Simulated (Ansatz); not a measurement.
Crystals of one structure type (CsCl type) and one family of elements, relaxed and computed with the program Ansatz at the PBEsol level (PAW).

| crystal | V (Å³/atom) | highest Γ mode, no LO–TO term (cm⁻¹) |
|---|---|---|
| ScZn | 17.99 | 202 |
| LuZn | 20.18 | ? |
| YZn | 21.82 | 148 |
| LaZn | 25.10 | 122 |
| LaHg | 28.24 | 80 |

### Question
Fit a straight line to ln ω against ln V and predict the withheld value.

### Answer
Least squares on the 4 shown rows: ln ω = -1.95 × ln V + (10.984), with a scatter of 7 %. For LuZn this gives 168. The run itself gave 143, outside the scatter: the line misses something about this case.

Standing as an ambient phase not checked: ScZn, CsCl type; LuZn, CsCl type; YZn, CsCl type; LaZn, CsCl type; LaHg, CsCl type. All cells were relaxed under the symmetry of their starts (and spin orders); stability against distortions was not tested throughout. Rows with no word on spin ran without spin polarisation. Spin–orbit coupling is left out wherever it is not named.

Potentials: the later of the program's two PAW sets.
